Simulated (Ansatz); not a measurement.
LiCu$_{2}$P$_{2}$:
```yaml
crystal:
  lattice:
    - [-1.92881, 1.92881, 4.74498]
    - [1.92881, -1.92881, 4.74498]
    - [1.92881, 1.92881, -4.74498]
  atoms:
    - { symbol: P, position: [0.38712, 0.38712, 0.00000] }
    - { symbol: P, position: [0.61288, 0.61288, 0.00000] }
    - { symbol: Cu, position: [0.75000, 0.25000, 0.50000] }
    - { symbol: Cu, position: [0.25000, 0.75000, 0.50000] }
    - { symbol: Li, position: [0.00000, 0.00000, 0.00000] }
```

Relaxed with r²SCAN.

Map the electron localisation function on the plane through (0.387, 0.387, 0.000) spanned by u = [1, 1, 0] and v = [1, 0, 1] in lattice vectors, from r²SCAN in the plane-wave PAW code Ansatz.

x is the fraction of u, y of v (the angle between them is 90°; rows are the nearest grid lines); atoms in the plane: P at (0.00, 0.00), P at (0.23, 0.00), Cu at (0.86, 0.50), Cu at (0.36, 0.50), Li at (0.61, 0.00).
```
|  :#%%%-   .++=:.    -@@@@-     .:=++.  |
|  -#%%#-   :**=:.    .@@@@:     .:=+*:  |
|..+####+..-*#*=:...   +@@+    ...:=*#*-.|
|*+*####***#%#+-:....   ..   .....:-+#%#*|
|%#**++**#%%%*-:.....        ......:-*#%%|
|##*+==+*###*-......:.      .::......-*##|
|**+-::-+**+-...:...:..    ..::...:...-+*|
|==-:..:-==-..:--:.....    ..:...:--:..-=|
|:::.  .:::..:-**=:..:.    ..:..:-**=:..:|
|::.    .::..:+%%+:..:.    .::..:+%%+:..:|
|::.    .::..:+%%+:..:.    .::..:+%%+:..:|
|:::.  .:::..:-**=:..:.    ..:..:-**=:..:|
|==-:..:-==-..:--:.....    ..:...:--:..-=|
|**+-::-+**+-...:...:..    ..::...:...-+*|
|##*+==+*###*-......:.      .::......-*##|
|%#**++**#%%%*-:.....        ......:-*#%%|
|***####***#%#+-:....   ..   .....:-+#%#*|
|..+####+..-*#*=:...   +@@+    ...:=*#*-.|
|  -#%%#-   :**=:.    :@@@@:     .:=+*:  |
|  :#%%%-   .++=:.    -@@@@-     .:=++.  |
```
Scale: ten equal steps from -0.005 (start of ' ') to 1.01 (end of '@'), in the order ' .:-=+*#%@'; x runs from 0.000 to 1.00, y from 0.000 (bottom) to 1.00 (top).

The density is the valence pseudo-density with augmentation charge, so density and ELF within about 1 Å of a nucleus are not all-electron values.

Space group I4/mmm. The workflow started from an entry of the Crystallography Open Database (COD). Whether it is the stable phase at ambient conditions was not checked. The r²SCAN relaxation kept the symmetry of its start; whether a distortion lowers the energy is not shown. The run is not spin-polarised.

Potentials: the later of the program's two PAW sets.
